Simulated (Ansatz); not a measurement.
LaH3O3:
```yaml
crystal:
  lattice:
    - [6.38995, 0.00000, 0.00000]
    - [-3.19498, 5.53386, 0.00000]
    - [0.00000, 0.00000, 3.74766]
  atoms:
    - { symbol: La, position: [0.33333, 0.66667, 0.75000] }
    - { symbol: La, position: [0.66667, 0.33333, 0.25000] }
    - { symbol: H, position: [0.27659, 0.13096, 0.75000] }
    - { symbol: H, position: [0.72341, 0.86904, 0.25000] }
    - { symbol: H, position: [0.85438, 0.72341, 0.75000] }
    - { symbol: H, position: [0.14562, 0.27659, 0.25000] }
    - { symbol: H, position: [0.86904, 0.14562, 0.75000] }
    - { symbol: H, position: [0.13096, 0.85438, 0.25000] }
    - { symbol: O, position: [0.38614, 0.30575, 0.75000] }
    - { symbol: O, position: [0.61386, 0.69425, 0.25000] }
    - { symbol: O, position: [0.91961, 0.61386, 0.75000] }
    - { symbol: O, position: [0.08039, 0.38614, 0.25000] }
    - { symbol: O, position: [0.69425, 0.08039, 0.75000] }
    - { symbol: O, position: [0.30575, 0.91961, 0.25000] }
```

Cartesian axes are those of the cell as given.

Problem. Give the high-frequency dielectric tensor and the Born effective charge tensors of the independent atoms from DFPT, plane-wave PAW LDA (Ansatz code).

Solution. 
ε∞:
```
3.48  0.00  0.00
0.00  3.48  0.00
0.00  0.00  3.76
```
Z* of atom 1 (La), rows: field, columns: displacement, in e:
```
 3.79   0.04   0.00
-0.04   3.79   0.00
 0.00   0.00   4.18
```
Z* of atom 3 (H), rows: field, columns: displacement, in e:
```
 0.35  -0.10   0.00
-0.05   0.42   0.00
 0.00   0.00   0.53
```
Z* of atom 9 (O), rows: field, columns: displacement, in e:
```
-1.87   0.38   0.00
 0.35  -1.43   0.00
 0.00   0.00  -1.93
```

Space group P6_3/m. The first step of the workflow began from a Materials Project structure, measured or hypothetical; the Crystallography Open Database copy checked does not list it. Whether it is the stable phase at ambient conditions was not checked. The cell was relaxed with LDA under the symmetry of its start. At this level the phase is dynamically unstable (imaginary phonons). Spin–orbit coupling is left out wherever it is not named.

Potentials: the later of the program's two PAW sets.
